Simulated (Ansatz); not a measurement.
SrCd2Sb2: do energies and stresses tell the same story?

These are results of Ansatz, DFT PBEsol, scalar-relativistic, plane waves, PAW, not measurements.

Cutoff 420 eV; k points 12×12×6 on the computed 5-atom cell (Γ-centred); Gaussian smearing, width 0.10 eV; no spin polarisation.

Relaxed cell: P-3m1, a = 4.701 Å, b = 4.701 Å, c = 7.735 Å, α = 90.00°, β = 90.00°, γ = 120.00°, 5 atoms in the primitive cell. Whether it is the stable form of this composition wasn't checked.

Energies at zero smearing and pressures from the stress tensor, at volumes with shape and atoms relaxed:
```csv
V (Å³/atom),E − E(first) (meV/atom),P (GPa)
27.829,0.00,3.01
28.717,-12.00,1.38
29.606,-15.68,0.00
30.494,-12.31,-1.17
31.382,-3.00,-2.16
```

**Question.** Check P = −dE/dV between neighbouring volumes, and get the bulk modulus from the pressures alone.

**Answer.** With 1 eV/Å³ = 160.2 GPa:
```tsv
middle V (Å³/atom)	−ΔE/ΔV (GPa)	mean P (GPa)
28.273	2.164	2.191
29.162	0.664	0.688
30.050	-0.607	-0.588
30.938	-1.680	-1.668
```

The two differ by 0.03 GPa at most. The mean of two end pressures misses the average over a step by about ΔV² P″/12, up to 0.02 GPa here; with that taken off 0.01 GPa remains. Around V = 29.606 Å³/atom, the two neighbours give B = −V ΔP/ΔV = 29.606 × 2.55 / 1.776 = 42.5 GPa, against B0 = 42.2 GPa from the Birch–Murnaghan fit of the energies.